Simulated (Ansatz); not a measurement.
Values for one crystal, relaxed and computed with the program Ansatz at the PBEsol level (PAW); other levels are named.

* **Volume per atom**: 36.05 Å³
* **Band gap**: 1.57 eV (indirect)
* **Valence-band maximum**: at Γ
* **Formation energy from the elements (no fitted shifts)**: -1.74 eV/atom
* **Bulk modulus (Birch–Murnaghan fit)**: 35.7 GPa
* **Pressure derivative B′**: 4.2
* **Electron effective mass**: 0.24, 0.24, 1.3 mₑ (principal values)

Task: Which compound is it?
(A) PbSe, rock salt
(B) SrTe, rock salt
(C) KI, rock salt
(D) LiBr, rock salt

Result: B, SrTe, rock salt

Space group Fm-3m (rock salt). Symmetry was held in the PBEsol relaxation. The references are the lowest solids computed at this level, not always the standard phases. Scalar-relativistic: spin–orbit coupling is off unless named, which matters more the heavier the elements.

Potentials: the later of the program's two PAW sets.
